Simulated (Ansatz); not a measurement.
**Relaxing a structure of Rh**

The start is a relaxed Rh cell, doubled along one cell vector, shaken by Gaussian noise of σ = 0.08 Å a coordinate. The cell and all atomic positions are relaxed at zero pressure with PBEsol (plane waves to 420 eV, PAW, scalar-relativistic; Ansatz, a quantum-chemistry and plane-wave program). First-step values are on the input's coarse k-mesh.

Ansatz input (later rounds restart from its end on a renewed k-mesh):
Ansatz 0.2 input:
```yaml
crystal:
  lattice:
    - [2.4991904964, 0, 0]
    - [0, 2.4991904964, 0]
    - [0, 0, 4.9983809928]
  atoms:
    - { symbol: Rh, position: [0.4677496441, 0.5130851841, 0.2548544689] }
    - { symbol: Rh, position: [0.5008442932, 0.4946268939, 0.7669809001] }
basis: { ecutwfc: 420, ecutrho_ratio: 4, xc_grid: 2, fft_grid_basis: typed }
kpoints: { mp_grid: { grid: [13, 13, 7] } }
hamiltonian:
  xc: pbesol
  dispersion: none
  pseudopotentials: { azcp: { folder: ./paw }, kind: paw }
scf: { occupations: { method: fermi_dirac, width: 0.05 } }
relax: { f_tol: 0.01, max_steps: 100, cell: { stress_tol: 0.02 } }
output: { forces: true, stress: true }
```

### Question
Which atoms feel the largest initial force, and how large is it?

### Answer
0.33 eV/Å, on Rh1, Rh2 (atoms numbered as listed).

### Question
Does it find its way back to the structure it was made from?

### Answer
It does not go back: it reaches Fm-3m (No. 225), fcc (Cu type), 0.89 eV/atom below the parent.

### Question
How do the shortest distances between atoms change?

### Answer
The closest pairs of elements (up to four, under 3.6 Å), start → end: Rh–Rh 2.44 → 2.67 Å.

### Question
Is the relaxed structure metallic? Give its gap.

### Answer
Zero (metallic).

### Question
Give the final cell and atomic positions.

### Answer

```cif
data_Rh4
_chemical_formula_sum 'Rh4'
_space_group_name_H-M_alt 'Fm-3m'
_space_group_IT_number 225
_space_group_name_Hall '-F 4 2 3'
_cell_length_a 3.78019
_cell_length_b 3.78019
_cell_length_c 3.78019
_cell_angle_alpha 90.000
_cell_angle_beta 90.000
_cell_angle_gamma 90.000
loop_
_atom_site_label
_atom_site_type_symbol
_atom_site_symmetry_multiplicity
_atom_site_Wyckoff_symbol
_atom_site_fract_x
_atom_site_fract_y
_atom_site_fract_z
_atom_site_occupancy
Rh1 Rh 4 b 0.50000 0.50000 0.50000 1
```
(The calculation used a cell of 1 atom; values per cell refer to that cell.)

Final values are on a 21×21×21 k-mesh of the relaxed cell. No spin polarisation in the result.

The run could not lose the symmetry of its start.

Of the parent cell (Pm-3m (No. 221)): it is a generated cell of Rh: the first start was made by placing the elements on the sites of a structure type, and the end was not matched to a known phase here, so it may be hypothetical. Known forms of Rh include space group No. 225.
